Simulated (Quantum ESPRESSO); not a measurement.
## Calculated data, In$_{3}$GaSiAs$_{2}$S (made-up cell)

All values are calculated (Quantum ESPRESSO 7.5). Calculation on a made-up crystal cell, not a measurement: periodic Kohn-Sham density functional theory in plane waves with PseudoDojo standard norm-conserving scalar-relativistic pseudopotentials, each functional with its own files (v0.5 for PBE, v0.4.1 for LDA and PBEsol), no spin polarisation, no spin-orbit coupling, atoms not relaxed, stress positive in tension, energies less a fixed whole-eV offset for each atom's element; levels are Kohn-Sham levels at fractions of this cell's reciprocal vectors, counted from the reference band (half the neutral cell's valence electrons, rounded up) at Gamma; error bars cover cutoff and k-mesh only, not smearing or the files; added strain carries the atoms with the cell, and shear is the tensor component; each bar is the largest change over components, and at least 0.002 eV, 0.002 eV per angstrom or 0.02 GPa; energies are for the whole cell, and the offsets were chosen from early runs and are not element reference energies.

Common to all runs: lattice type zincblende/diamond; functional pbe; cutoff 1143 eV; fermi dirac smearing 0.1 eV; scf tolerance 1e-07 eV; electrons removed 0; k mesh 6 x 6 x 6, shifted by half a step.

```json
{"entry": 1, "formula": "In3GaSiAs2S", "kind": "made-up cell", "structure": {"cell_angstrom": [[6.0182, 0.0, 0.0], [0.0, 6.0182, 0.0], [0.0, 0.0, 6.0182]], "atoms_fractional": [["In", -0.00238, -0.0006, -0.00209], ["Ga", 3e-05, 0.50068, 0.49855], ["In", 0.49852, -0.00148, 0.49982], ["In", 0.50592, 0.5042, -0.00359], ["As", 0.25097, 0.24904, 0.2514], ["Si", 0.23889, 0.74768, 0.75471], ["S", 0.74835, 0.25175, 0.74888], ["As", 0.74675, 0.75096, 0.26176]]}, "given": {"atom_site": [1, 2, 3, 4, 5, 6, 7, 8], "atom_energy_offset [eV]": [-1808, -2080, -1808, -1808, -2887, -115, -302, -2887]}, "results": {"free_energy_less_offsets [eV]": 1.02, "smearing_term_minus_ts [eV]": -0.01606, "scf_iterations": 11, "pressure [GPa]": 0.7309, "stress_xx [GPa]": -0.4763, "stress_yy [GPa]": -0.5383, "stress_zz [GPa]": -1.178, "stress_yz [GPa]": -0.2372, "stress_xz [GPa]": 0.3109, "stress_xy [GPa]": 0.5842, "force_site": [1, 2, 3, 4, 5, 6, 7, 8], "force_x [eV/angstrom]": [0.3, 0.7396, -0.906, -0.7831, -0.5633, -0.009589, 0.3913, 0.8312], "force_y [eV/angstrom]": [-0.3855, 0.5878, -0.446, 0.4243, 0.6817, -0.4841, 0.2696, -0.6478], "force_z [eV/angstrom]": [-0.001595, 0.2769, 0.8301, -0.1599, 0.2297, -0.7692, -0.3559, -0.0501], "error_bar_energy [eV]": 0.003476, "error_bar_stress [GPa]": 0.02, "error_bar_force [eV/angstrom]": 0.002, "error_bars_from": "tighter rerun of a related cell"}}
{"entry": 2, "formula": "In3GaSiAs2S", "kind": "made-up cell", "structure": {"cell_angstrom": [[6.0182, 0.0, 0.0], [0.0, 6.0182, 0.0], [0.0, 0.0, 6.0182]], "atoms_fractional": [["In", -0.00238, -0.0006, -0.00209], ["Ga", 3e-05, 0.50068, 0.49855], ["In", 0.49852, -0.00148, 0.49982], ["In", 0.50592, 0.5042, -0.00359], ["As", 0.25097, 0.24904, 0.2514], ["Si", 0.24167, 0.74768, 0.75471], ["S", 0.74835, 0.25175, 0.74888], ["As", 0.74675, 0.75096, 0.26176]]}, "given": {"atom_site": [1, 2, 3, 4, 5, 6, 7, 8], "atom_energy_offset [eV]": [-1808, -2080, -1808, -1808, -2887, -115, -302, -2887]}, "results": {}}
{"entry": 3, "formula": "In3GaSiAs2S", "kind": "made-up cell", "structure": {"cell_angstrom": [[6.0182, 0.0, 0.0], [0.0, 6.0182, 0.0], [0.0, 0.0, 6.0182]], "atoms_fractional": [["In", -0.00238, -0.0006, -0.00209], ["Ga", 3e-05, 0.50068, 0.49855], ["In", 0.49852, -0.00148, 0.49982], ["In", 0.50592, 0.5042, -0.00359], ["As", 0.25097, 0.24904, 0.2514], ["Si", 0.24755, 0.74768, 0.75471], ["S", 0.74835, 0.25175, 0.74888], ["As", 0.74675, 0.75096, 0.26176]]}, "given": {"atom_site": [1, 2, 3, 4, 5, 6, 7, 8], "atom_energy_offset [eV]": [-1808, -2080, -1808, -1808, -2887, -115, -302, -2887]}, "results": {}}
```

## Withheld values
1. In$_{3}$GaSiAs$_{2}$S (made-up cell) (entry 2): stress xx?
2. What pressure does the calculation give for In$_{3}$GaSiAs$_{2}$S (made-up cell) (entry 2)?
3. Give the missing stress yy for In$_{3}$GaSiAs$_{2}$S (made-up cell) (entry 2).
4. Give the missing stress xy for In$_{3}$GaSiAs$_{2}$S (made-up cell) (entry 3).
5. Estimate the stress yz of In$_{3}$GaSiAs$_{2}$S (made-up cell) (entry 3).
6. Estimate the stress zz of In$_{3}$GaSiAs$_{2}$S (made-up cell) (entry 3).

Calculated values
1. -0.4839 GPa
2. 0.7395 GPa
3. -0.5464 GPa
4. 0.5543 GPa
5. -0.03065 GPa
6. -1.224 GPa

Further results for In$_{3}$GaSiAs$_{2}$S (made-up cell) (entry 2):

- free energy less offsets: 1.022 eV
- smearing term minus ts: -0.01591 eV
- scf iterations: 11
- stress zz: -1.188 GPa
- stress yz: -0.1713 GPa
- stress xz: 0.2917 GPa
- stress xy: 0.5743 GPa
- error bar energy: 0.003476 eV
- error bar stress: 0.02 GPa
- error bar force: 0.002 eV/Å
- error bars from: tighter rerun of a related cell

Forces:
| site | x (eV/Å) | y (eV/Å) | z (eV/Å) |
| --- | --- | --- | --- |
| 1 | 0.3366 | -0.4216 | -0.03588 |
| 2 | 0.7628 | 0.6009 | 0.2913 |
| 3 | -0.8792 | -0.4218 | 0.8059 |
| 4 | -0.7493 | 0.3938 | -0.1299 |
| 5 | -0.563 | 0.6808 | 0.2289 |
| 6 | -0.1481 | -0.4531 | -0.7528 |
| 7 | 0.4025 | 0.2687 | -0.3558 |
| 8 | 0.8377 | -0.6476 | -0.05171 |

Further results for In$_{3}$GaSiAs$_{2}$S (made-up cell) (entry 3):

* free energy less offsets: 1.032 eV
* smearing term minus ts: -0.01575 eV
* scf iterations: 11
* pressure: 0.7684 GPa
* stress xx: -0.5014 GPa
* stress yy: -0.5799 GPa
* stress xz: 0.2506 GPa
* error bar energy: 0.003476 eV
* error bar stress: 0.02 GPa
* error bar force: 0.002 eV/Å
* error bars from: tighter rerun of a related cell

Forces:
| site | x (eV/Å) | y (eV/Å) | z (eV/Å) |
| --- | --- | --- | --- |
| 1 | 0.4121 | -0.4941 | -0.1048 |
| 2 | 0.8095 | 0.6262 | 0.3198 |
| 3 | -0.8202 | -0.3673 | 0.7514 |
| 4 | -0.6749 | 0.325 | -0.06265 |
| 5 | -0.5622 | 0.6789 | 0.2272 |
| 6 | -0.4424 | -0.3884 | -0.7201 |
| 7 | 0.4263 | 0.2669 | -0.3556 |
| 8 | 0.8518 | -0.6472 | -0.05527 |
